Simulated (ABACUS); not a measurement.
A self-consistent single point of La3S3N (Pnma, 28 atoms in the cell; from Materials Project mp-555129, changed as shown).

```xyz
28
Lattice="12.5487 0.0000 0.0000 0.0000 4.2764 0.0000 0.0000 0.0000 13.5896" Properties=species:S:1:pos:R:3 pbc="T T T"
La    11.3552     3.2073     5.0879
La     1.1935     1.0691     8.5017
La     7.4678     1.0691    11.8828
La     5.0808     3.2073     1.7069
La     9.6768     3.2073     1.7653
La     2.8719     1.0691    11.8243
La     9.1462     1.0691     8.5601
La     3.4024     3.2073     5.0295
La     5.8493     3.2073     8.8716
La     6.6994     1.0691     4.7180
La     0.4250     1.0691     2.0768
La    12.1237     3.2073    11.5128
S      9.6089     1.0691     4.0081
S      2.9398     3.2073     9.5815
S      9.2141     3.2073    10.8029
S      3.3346     1.0691     2.7867
S      0.8994     1.0691     5.3394
S     11.6493     3.2073     8.2503
S      5.3750     3.2073    12.1342
S      7.1737     1.0691     1.4554
S      4.4607     1.0691     6.8164
S      8.0880     3.2073     6.7732
S      1.8137     3.2073     0.0216
S     10.7350     1.0691    13.5680
N      5.5850     3.2073     4.0502
N      6.9636     1.0691     9.5394
N      0.6893     1.0691    10.8451
N     11.8594     3.2073     2.7446
```

All values come from this method and carry its errors: PBEsol, numerical atomic orbitals TZDP (confined pseudo-atomic orbitals with Gaussian additions; energy shift 0.01 Ry), PseudoDojo 0.4 standard norm-conserving PBEsol (tails mended) pseudopotentials in ABACUS.

ABACUS settings:

```
setting                                                                  value
---------------  -------------------------------------------------------------
basis                     TZDP numerical atomic orbitals, energy shift 0.01 Ry
KPT                                                          Gamma 2 3 1 0 0 0
basis_type                                                                lcao
ecutwfc                                                                 100 Ry
smearing_method                                                          fixed
potentials       PseudoDojo 0.4 standard norm-conserving PBEsol (tails mended)
symmetry                                                                     1
symmetry_prec                                                            1e-05
ks_solver                                                              genelpa
scf_nmax                                                                   100
scf_thr                                                                1.0e-07
mixing_type                                                            broyden
```

Results:

| Quantity | Result |
|---|---|
| Number of valence electrons | 224 |
| Number of bands | 135 |
| Number of k-points after the program's reduction | 4 |
| Size of the basis | 820 |
| Number of SCF iterations | 15 |
| Free energy E − TS | -16236.2557 eV |
| Pressure | -5.84 GPa |
| Largest force (vector length) | 0.345 eV/Å |

Stress (GPa, positive for compression):
```
-5.79   0.00   0.00
 0.00  -6.35   0.00
 0.00   0.00  -5.38
```

For comparison: a first run was changed to give this one (volume scaled by 1.01), and from it to this one the free energy rises by 8.9 meV/atom, the pressure goes from -5.22 to -5.84 GPa and the largest force goes from 0.261 to 0.345 eV/Å.

The atom-centred basis is finite, which shifts total energies, pressures and forces against plane waves. The structure comes from a collection of computed structures, made at another level of theory; the collection holds predicted forms beside known ones. Its lattice was then scaled.

Cost on one core: around 5 core-minutes (rough).

The atomic orbitals were generated for these runs; they are not ABACUS's published sets and were checked against plane waves on a few crystals only.

“Tails mended”: in these copies of the files the far tail of each local potential was reset to the Coulomb form.
